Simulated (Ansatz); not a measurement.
**Band structure of MnS**

```
Mn S
1.0
     0.00000    2.55096    2.55096
     2.55096    0.00000    2.55096
     2.55096    2.55096    0.00000
Mn S
1 1
Direct
  0.00000 0.00000 0.00000
  0.50000 0.50000 0.50000
```

Atoms are numbered in the order listed.

The structure comes from a relaxation in the same program, started in the rocksalt type, and has space group Fm-3m. Whether it is a known phase or the ground state wasn't checked.

Other magnetic orders may lie lower; this is the state that the run reached.

Method: Ansatz 0.2.0, DFT, PBE, all-electron LAPW, scalar-relativistic.

Settings: a Γ-centred 16×16×16 k mesh, Fermi–Dirac smearing of 0.08 eV, basis error target 0.5 meV/atom, spin-polarised from start moments Mn1 4 μB, ending with a cell moment of 4.51 μB.

Points in fractions of the reciprocal vectors of this cell: Γ (0, 0, 0), X (0.5, 0, 0.5), U (0.625, 0.25, 0.625), K (0.375, 0.375, 0.75), L (0.5, 0.5, 0.5), W (0.5, 0.25, 0.75). The path joins them by straight lines in the order Γ–X–U–K–Γ–L–W–X; legs that retrace an earlier one aren't tabulated. Energies are in eV from the Fermi level.

Problem. Is there a gap?

Solution. none: bands cross the Fermi level, a metal.

Problem. List the levels between -14 and 5 eV at the symmetry points.

Solution. 
Γ spin-up: -3.40 (×3), -3.30 (×2), -2.00 (×3), 2.14
Γ spin-down: -1.81 (×3), 0.10 (×3), 0.18 (×2), 3.11
X spin-up: -13.45, -6.34, -4.02, -3.73 (×2), -3.01, -2.64 (×2), -2.09, 0.95
X spin-down: -13.19, -6.00, -3.44 (×2), -1.14, 0.65, 1.46 (×2), 1.60, 2.48
U spin-up: -13.36, -6.01, -5.85, -4.68, -3.11, -2.73, -2.46, -2.10, -1.35, 2.65
U spin-down: -13.13, -5.57, -5.16, -3.65, 0.07, 1.31, 1.46, 1.47, 1.62, 4.14
K spin-up: -13.36, -6.01, -5.85, -4.68, -3.11, -2.73, -2.46, -2.10, -1.35, 2.65
K spin-down: -13.13, -5.57, -5.16, -3.65, 0.07, 1.31, 1.46, 1.47, 1.62, 4.14
L spin-up: -13.55, -7.51, -5.11 (×2), -2.79 (×2), -2.39, 0.61 (×2), 2.81
L spin-down: -13.36, -6.85, -3.68 (×2), 1.19 (×2), 1.41, 3.29, 3.32 (×2)
W spin-up: -13.32, -5.67 (×2), -5.40, -2.64, -2.63 (×2), -2.29, -2.01, 4.42
W spin-down: -13.09, -5.15 (×2), -4.49, 0.88 (×2), 1.13, 1.47 (×2)
